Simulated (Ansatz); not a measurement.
Input and command of a calculation in Ansatz (plane waves; scalar-relativistic PAW potentials unless the input names others):

```yaml
crystal:
  lattice:
    - [3.1050672458, 1.7927114102, 5.1080157973]
    - [-3.1050672458, 1.7927114102, 5.1080157973]
    - [0.0, -3.5854228204, 5.1080157973]
  atoms:
    - { symbol: Cs, position: [0.7505207892, 0.7505207892, 0.7505207892] }
    - { symbol: Cs, position: [0.2494792108, 0.2494792108, 0.2494792108] }
    - { symbol: Si, position: [0.0, 0.0, 0.0] }
basis:
  ecutwfc: 420
kpoints:
  mp_grid: { grid: [12, 12, 12] }
hamiltonian:
  xc: pbe
scf:
  max_iter: 60
output:
  forces: true
  eigenvalues: true
  stress: true
```

```bash
ansatz run input.yaml --threads 1 --pin off --max-ram 2560MiB --backend cpu --events-out ev --progress --plain --runs-dir out
```

What is wrong with this input?

The program refuses it, because of no occupation method (scf.occupations: {"method": "gaussian", "width": 0.1} → not typed). With the sound run's settings it is accepted.

Abridged log:
```
Error: YAML parse error: `scf.occupations.method` is required: fixed only where the cell keeps a band gap throughout the run, explicit beside scf.occupations.values (under evaluate: without them), else a smearing such as fermi_dirac (scf.occupations.width is optional; its entry in the input reference gives the default)
```